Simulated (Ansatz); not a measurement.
Question: Ge2Sb2Te5 in space group P-3m1 (No. 164; Pearson symbol hP9) is relaxed with PBE+D3(BJ) (plane waves, PAW; program Ansatz). What lattice parameters of the conventional cell result?

Answer: a = 4.232 Å, c = 16.873 Å.

Question: Give the free coordinates with the occupied sites.

Answer: In one choice of origin and axes:

```tsv
atom	site	symmetry	x	y	z
Ge	2d	3m.	0.6667	0.3333	0.1007
Sb	2c	3m.	0.0000	0.0000	0.3180
Te	1a	-3m.	0.0000	0.0000	0.0000
Te	2d	3m.	0.3333	0.6667	0.1992
Te	2d	3m.	0.6667	0.3333	0.4204
```

Question: Is it a metal or does it have a gap at this level?

Answer: A gap of 0.13 eV.

Symmetry was held in the PBE+D3(BJ) relaxation. Scalar-relativistic: spin–orbit coupling is off unless named, which matters more the heavier the elements.

Potentials: the earlier of the program's two PAW sets.
